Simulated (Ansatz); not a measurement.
# NiAu3 (Pm-3m): electronic heat capacity from the density of states

The calculation used DFT r2SCAN, scalar-relativistic, plane waves, PAW in Ansatz.

Cutoff 500 eV; k points 10×10×10 on the computed 4-atom cell (Γ-centred); Gaussian smearing, width 0.10 eV; collinear spin from starting moments -0.29 0 0 0 μB.

Relaxed cell: Pm-3m, a = 3.983 Å, b = 3.983 Å, c = 3.983 Å, α = 90.00°, β = 90.00°, γ = 90.00°, 4 atoms in the primitive cell. Whether it is the stable form of this composition wasn't checked.

The density of states at the Fermi level is 3.458 states/eV in the cell of 4 atoms (1 formula unit; both spins, tetrahedra on a 15×15×15 mesh). The run ends with a moment of -0.23 μB a cell (largest on a site 0.26 μB), and the figure is for this state; a paramagnetic sample can have a quite different one.

Question: What Sommerfeld coefficient does this give?

Answer: Per formula unit N(E_F) = 3.458 states/eV. γ = (π²/3) k_B² N(E_F) N_A = 2.357 mJ/(mol K²) per state/eV, so γ = 8.2 mJ/(mol K²), a mole of formula units. This is the bare band result: a measured γ of the same phase and magnetic order is as a rule larger by a factor 1 + λ from phonons and spin fluctuations. N(E_F) at one energy is sensitive to the mesh where the density of states has sharp peaks.

The state reached may not be the lowest one. Spin-orbit coupling is left out, which matters for the bands of heavy elements.

Only this magnetic start was tried.

Cost: 1 run of about 2.2 core-minutes, on Arm Neoverse V1 (shared hosts).